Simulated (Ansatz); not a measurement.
Consider a crystal of TaI in space group R-3m (No. 166), with Ta on 3a and 3b; I on 6c. A trial structure of TaI was built thus: close-packed anion layers stacked AB, repeated with a shift to B, with sites between them filled layer by layer (elements of the layers in order: I I).

These are results of DFT PBE, scalar-relativistic, plane waves, PAW in Ansatz, not measurements. Cutoff 420 eV, Γ-centred mesh, Gaussian smearing, no spin polarisation.

Energies over the elements count from the elements' standard structures at the same level, with no fitted energy shifts.

Task: Predict the relaxed structure.

Result:

Space group R-3m:H (No. 166). a = 3.344 Å, b = 3.344 Å, c = 29.133 Å, α = 90.00°, β = 90.00°, γ = 120.00°
```tsv
atom	site	symmetry	x	y	z
Ta	3a	-3m	0.0000	0.0000	0.0000
Ta	3b	-3m	0.6667	0.3333	0.8333
I	6c	3m	0.6667	0.3333	0.9281
```

Around Ta on its first site lie 6 I at 2.85 Å and 6 Ta at 3.34 Å; around Ta on its second site lie 2 I at 2.76 Å and 6 Ta at 3.34 Å; around I lie 4 Ta at 2.76–2.85 Å and 6 I at 3.34 Å. Another local minimum with the same sites may exist.

Task: And its energy and gap?

Result: The energy over the elements is +0.87 eV/atom and the gap on the 18×18×18 mesh of the 4-atom cell is 0 eV (a metal). The separate elements lie lower, so it is unstable against them.

The last run used Gaussian smearing of 0.10 eV. These runs have no spin–orbit coupling, which can matter for I and Ta. The reference form of I is held partly by dispersion forces, which this level lacks. A structure relaxed within its symmetry needn't be a true minimum.
